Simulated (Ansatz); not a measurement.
Ansatz (a quantum-chemistry and plane-wave program) input:

Ansatz 0.2 input:
```yaml
crystal:
  lattice:
    - [3.1384964979, 0.0, 0.0]
    - [-1.569248249, 2.7180176969, 0.0]
    - [0.0, 0.0, 5.1468941985]
  atoms:
    - { symbol: Al, position: [0.3333333333, 0.6666666667, 0.5048295199] }
    - { symbol: Zn, position: [0.6666666667, 0.3333333333, 0.9873303454] }
    - { symbol: O, position: [0.3333333333, 0.6666666667, 0.151025722] }
    - { symbol: N, position: [0.6666666667, 0.3333333333, 0.6068044127] }
kpoints:
  mp_grid: { grid: [10, 10, 6] }
hamiltonian:
  xc: pbesol
  pseudopotentials: { azcp: { folder: ./paw }, kind: paw }
scf:
  occupations: { method: fixed }
elastic: { mode: relaxed_ion, stencil: two_point, amplitude: 0.005, f_tol: 0.0005 }
output: { polarization: {} }
```

Output (shortened):

```
Pseudopotentials: kind: paw
Pseudopotential: Al, paw, valence charge 3
Pseudopotential: Zn, paw, valence charge 12
Pseudopotential: O, paw, valence charge 6
Pseudopotential: N, paw, valence charge 5
Functional definition: PBEsol
Crystal: 4 atoms, lattice volume = 43.906 Å³
Basis set: ecut = 420 eV, 845 PW (Γ), exchange–correlation on 48×48×72 points (8 copies of the dense FFT grid, shifted against one another)
Bands: 17, of which v1, the nominal top of the filled ones, is band 13 counted from 1 (12 counted from 0)
Symmetry: 6 space group operations
Space group: P3m1 (ITA 156), of the structure as read, at distance tolerance 3.5e-5 Å
k-points: 72 of 600 (time reversal used)
PAW frozen core: Al, regenerated for the run's functional, and the local potential with it
PAW frozen core: Zn, regenerated for the run's functional, and the local potential with it
PAW frozen core: O, regenerated for the run's functional, and the local potential with it
PAW frozen core: N, regenerated for the run's functional, and the local potential with it
Initial density: superposition of atomic densities (chi_scale 0.1, normalization cell, long waves kept (reshape's long-wave potential 0.23 eV rms))
Initial wavefunctions: pseudopotential atomic-orbital guess
Eigensolver: davidson
Functional: x = pbesol(κ = 0.804, μ = 0.12345679012345678), c = pbesol(β = 0.046)
all-band conjugate gradients solve this SCF's bands
SCF 1 converged in 15 iterations: F = -4748.314446 eV  dr2 = 8.20e-14
relax step   1: F+E_penalty+E_count = -4748.31444553 eV  Δ(F+E_penalty+E_count) = +0.000e0 eV  max|allowed force component| = 1.738e-3 eV/Å  Δτ_max = 0.0000 Å  (15 SCF iters, accepted)
Crystal: 4 atoms, lattice volume = 43.906 Å³
Initial density: handed on by an earlier stage of this run
Initial wavefunctions: pseudopotential atomic-orbital guess (no wavefunctions were taken with the density)
SCF 2 converged in 9 iterations: F = -4748.314446 eV  dr2 = 6.16e-14
relax step   2: F+E_penalty+E_count = -4748.31444560 eV  Δ(F+E_penalty+E_count) = -6.614e-8 eV  max|allowed force component| = 1.040e-3 eV/Å  Δτ_max = 0.0000 Å  (9 SCF iters, accepted)
density extrapolation: transplant  |δρ|_rms = 6.184e-2 e/Å³  SAD shift = 1.554e-4 e/Å³
Crystal: 4 atoms, lattice volume = 43.906 Å³
Initial wavefunctions: those handed on with the density
SCF 3 converged in 8 iterations: F = -4748.314446 eV  dr2 = 6.36e-14
relax step   3: F+E_penalty+E_count = -4748.31444566 eV  Δ(F+E_penalty+E_count) = -5.907e-8 eV  max|allowed force component| = 2.817e-4 eV/Å  Δτ_max = 0.0000 Å  (8 SCF iters, accepted)
Crystal: 4 atoms, lattice volume = 43.906 Å³
[...]
Crystal: 4 atoms, lattice volume = 43.905 Å³
SCF 32 converged in 10 iterations: F = -4748.314234 eV  dr2 = 9.86e-15
Crystal: 4 atoms, lattice volume = 43.905 Å³
SCF 33 converged in 12 iterations: F = -4748.314168 eV  dr2 = 4.35e-15
relax step   1: F+E_penalty+E_count = -4748.31416811 eV  Δ(F+E_penalty+E_count) = +0.000e0 eV  max|allowed force component| = 3.275e-2 eV/Å  Δτ_max = 0.0000 Å  (12 SCF iters, accepted)
density extrapolation: transplant  |δρ|_rms = 6.184e-2 e/Å³  SAD shift = 4.623e-3 e/Å³
Crystal: 4 atoms, lattice volume = 43.905 Å³
SCF 34 converged in 10 iterations: F = -4748.314197 eV  dr2 = 2.94e-15
relax step   2: F+E_penalty+E_count = -4748.31419690 eV  Δ(F+E_penalty+E_count) = -2.878e-5 eV  max|allowed force component| = 2.294e-2 eV/Å  Δτ_max = 0.0009 Å  (10 SCF iters, accepted)
density extrapolation: transplant  |δρ|_rms = 6.184e-2 e/Å³  SAD shift = 1.343e-2 e/Å³
Crystal: 4 atoms, lattice volume = 43.905 Å³
SCF 35 converged in 10 iterations: F = -4748.314236 eV  dr2 = 9.92e-15
relax step   3: F+E_penalty+E_count = -4748.31423596 eV  Δ(F+E_penalty+E_count) = -3.906e-5 eV  max|allowed force component| = 6.790e-4 eV/Å  Δτ_max = 0.0026 Å  (10 SCF iters, accepted)
density extrapolation: transplant  |δρ|_rms = 6.184e-2 e/Å³  SAD shift = 3.606e-4 e/Å³
Crystal: 4 atoms, lattice volume = 43.905 Å³
SCF 36 converged in 9 iterations: F = -4748.314236 eV  dr2 = 1.36e-14
relax step   4: F+E_penalty+E_count = -4748.31423598 eV  Δ(F+E_penalty+E_count) = -2.727e-8 eV  max|allowed force component| = 1.125e-4 eV/Å  Δτ_max = 0.0001 Å  (9 SCF iters, accepted)
Crystal: 4 atoms, lattice volume = 43.905 Å³
SCF 37 converged in 10 iterations: F = -4748.314236 eV  dr2 = 8.08e-15
SCF converged after 10 iterations
Free energy (F): -4748.314446 eV
Harris-Foulkes:  -4748.314446 eV  (|F-HF|=9.09e-13)
Internal energy: -4748.314446 eV  (E = F + TS)
E sigma→0 (E₀):  -4748.314446 eV
Fermi energy:    7.097991 eV
--- Per-component energies (eV) ---
  E_band       = 46.380550
  E_kinetic    = 471.233007
  E_local      = -2713.532470  (includes V_loc(G=0)·N_el)
  E_nonlocal   = 922.420829
  E_hartree    = 1051.871597
  E_xc         = -245.864628
  E_vxc        = -247.864577  (∫ρ·V_xc dr)
  E_paw        = -2599.021230  (= ΣΔE_a)
  E_vpaw       = -489.620867  (= ΣTr[D̂ρ^β])
  E_aug_tail   = 0.001435  (compensation charges beyond the density's cutoff)
  E_ewald      = -1636.302867
  E_core_change = 0.879882  (= ΣΔE_core)
  E_smearing   =  0.000000  (= −TS)
  E_closure    =  0.000000  (closes the sum)
  Σ components = -4748.314446   (vs F -4748.314446, Δ=0.00e0)
--- Forces (eV/Å), atoms counted from 1 ---
  atom   1  Al     0.00000000     0.00000000     0.00004357
  atom   2  Zn     0.00000000     0.00000000    -0.00028578
  atom   3  O      0.00000000     0.00000000     0.00023937
  atom   4  N      0.00000000     0.00000000    -0.00001325
  max |Σ_I F_I| component: 1.61e-5 eV/Å
--- Stress (GPa, compression-positive) ---
       -0.001915       0.000000       0.000000
        0.000000      -0.001915       0.000000
        0.000000       0.000000      -0.005072
  P = ⅓ Tr σ = -0.0030 GPa (-0.030 kbar)
  The stress holds the Pulay correction. Without it, at fixed plane waves, as pw.x and ABINIT print it: P = -0.3816 GPa
  The stress includes an estimate of the error left by incomplete SCF convergence (largest component  0.0000 GPa; it does not cover the PAW one-centre terms).
--- Band table (eV; the first three rows and the last of 72) ---
  k-point 0: bands = ["-10.8543", "-6.5661", "0.8583", "1.6879", "1.6879", "2.4351", "2.6185", "2.6185", "6.2430", "6.2430", "6.7471", "7.0980", "7.0980", "9.3371", "13.7815", "16.6394", "18.9018"]
  k-point 1: bands = ["-10.8403", "-6.6116", "0.9044", "1.6868", "1.6868", "2.5705", "2.6145", "2.6145", "6.2489", "6.2917", "6.2917", "7.0553", "7.0553", "9.9249", "13.6527", "16.6430", "18.8717"]
  k-point 2: bands = ["-10.8115", "-6.7014", "0.9873", "1.6844", "1.6844", "2.6068", "2.6068", "2.9315", "5.4104", "6.4112", "6.4112", "6.9478", "6.9478", "11.0405", "13.2109", "16.7120", "18.7611"]
  k-point 71: bands = ["-10.1505", "-5.2313", "1.2755", "1.5145", "1.8847", "2.4192", "2.6600", "2.9113", "3.3566", "4.0222", "4.5151", "5.4158", "6.8712", "13.7607", "14.7090", "15.0071", "15.9245"]
  band table: 17 of 17 bands, residual norms ≤ 1.0e-3 eV
--- Elastic constants: 3 strain directions × 2 members + reference (group order 6) ---
  dense FFT box of the reference and of every strained cell: 24×24×36
  strains applied: 11, 33, 23; error gains …
  reference relaxed by the batch: 3 steps …
  largest displacement 7.7e-5 Å; the constants are those of the deck's cell at these positions:
  atoms:
    - { symbol: Al, position: [0.3333333333333333, 0.6666666666666667, 0.5048199259397141] }
    - { symbol: Zn, position: [0.6666666666666666, 0.33333333333333326, 0.9873231310102848] }
    - { symbol: O, position: [0.3333333333333333, 0.6666666666666667, 0.15102763137387007] }
    - { symbol: N, position: [0.6666666666666666, 0.33333333333333326, 0.606819311676131] }
  C = ∂σ_k/∂η_j (tension-positive GPa; Voigt order 11 22 33 23 13 12):
       283.260    122.238    106.169     -1.654      0.000      0.000
       122.238    283.260    106.169      1.654      0.000      0.000
       106.095    106.095    332.871      0.000      0.000      0.000
        -1.657      1.657      0.000     66.093      0.000      0.000
         0.000      0.000      0.000      0.000     66.093     -1.657
         0.000      0.000      0.000      0.000     -1.654     80.511
  reference stress σ⁰ (GPa):      0.002      0.002      0.005      0.000      0.000      0.000
  moduli (Voigt/Reuss/Hill, GPa): K = 174.27/173.88/174.07   G = 80.20/77.61/78.90   E = 205.64   ν = 0.303
  mechanically stable: yes (min eigenvalue of sym C = 65.91 GPa)
  e, the proper piezoelectric tensor (elastic.mode: relaxed_ion; C/m²; rows x y z; Voigt order 11 22 33 23 13 12):
       0.00000    0.00000    0.00000    0.00000    0.42632    0.03426
       0.03426   -0.03426    0.00000    0.42632    0.00000    0.00000
       0.37924    0.37924   -1.29398    0.00000    0.00000    0.00000
  ±, each entry's uncertainty from the finite density of the strings (C/m²), an estimate: the size of the correction for it that the entry includes:
       0.00000    0.00000    0.00000    0.00000    0.00164    0.00023
       0.00023    0.00023    0.00000    0.00164    0.00000    0.00000
       0.00117    0.00117    0.00336    0.00000    0.00000    0.00000
  strain η (Voigt 11):  stress-route row diagonal C_11 = 283.26 GPa, energy-path curvature d²(F+E_count+ΔE)/dδ²/Ω₀ = 283.39 GPa
         δ    σ_11 (GPa)             F (eV)   n_scf  n_hpsi   n_pw
    -5.000e-3      -1.4285       -4748.3134951      10   59068    867   relax 4 steps, max|allowed force component| 2.54e-4 eV/Å
     5.000e-3       1.4041       -4748.3134910      10   58947    876   relax 4 steps, max|allowed force component| 9.20e-5 eV/Å
  strain η (Voigt 33):  stress-route row diagonal C_33 = 332.87 GPa, energy-path curvature d²(F+E_count+ΔE)/dδ²/Ω₀ = 333.01 GPa
         δ    σ_33 (GPa)             F (eV)   n_scf  n_hpsi   n_pw
    -5.000e-3      -1.6659       -4748.3133361      10   24670    868   relax 5 steps, max|allowed force component| 1.24e-4 eV/Å
     5.000e-3       1.6628       -4748.3133170      10   24596    872   relax 6 steps, max|allowed force component| 2.74e-6 eV/Å
  strain η (Voigt 23):  stress-route row diagonal C_44 = 66.09 GPa, energy-path curvature d²(F+E_count+ΔE)/dδ²/Ω₀ = 66.08 GPa
         δ    σ_23 (GPa)             F (eV)   n_scf  n_hpsi   n_pw
    -5.000e-3      -0.3308       -4748.3142340      10   59017    872   relax 4 steps, max|allowed force component| 5.76e-5 eV/Å
     5.000e-3       0.3301       -4748.3142360      10   58995    872   relax 4 steps, max|allowed force component| 1.13e-4 eV/Å
--- Formal polarisation (Berry phase): one branch of a lattice of values; only differences between neighbouring runs are physical ---
  axis  mesh            electronic          ionic      p = total  spread (rad)  least overlap  resolved gap  δp at fixed H ≤   (phases in cycles; p mod 1 …
  b1    10×10×6        -0.66666667    14.33333333    13.66666667      0.161352         0.9238        2.2392           4.1e-6
  b2    10×10×6         0.66666667    11.66666667    12.33333333      0.161352         0.9238        2.2392           4.1e-6
  b3    10×10×6         0.05334784    17.30259970    17.35594754      0.115516         0.9300        2.2392           2.4e-6
  quantum along a1:   0.07148295 e/Å² =   114.528315 µC/cm²
  quantum along a2:   0.07148295 e/Å² =   114.528315 µC/cm²
  quantum along a3:   0.11722657 e/Å² =   187.817677 µC/cm²
  P = (  0.53612214,   0.76350798,   2.03457826) e/Å² = (  858.962366,  1223.274644,  3259.753753) µC/cm²  (mod the quanta)
```

Cost: roughly 9 core-minutes on shared cores.

The start of the workflow was typed in or built on a structure type; neither database checked (COD, Materials Project) lists it. Whether it is the stable phase at ambient conditions was not checked. Symmetry was held in the PBEsol relaxation; whether a distortion lowers the energy is not shown.

Potentials: the earlier of the program's two PAW sets. The files were generated under PBE; for other functionals the program regenerates the frozen cores, and for LDA and PBEsol the local potential too.

Ansatz is a plane-wave DFT program.
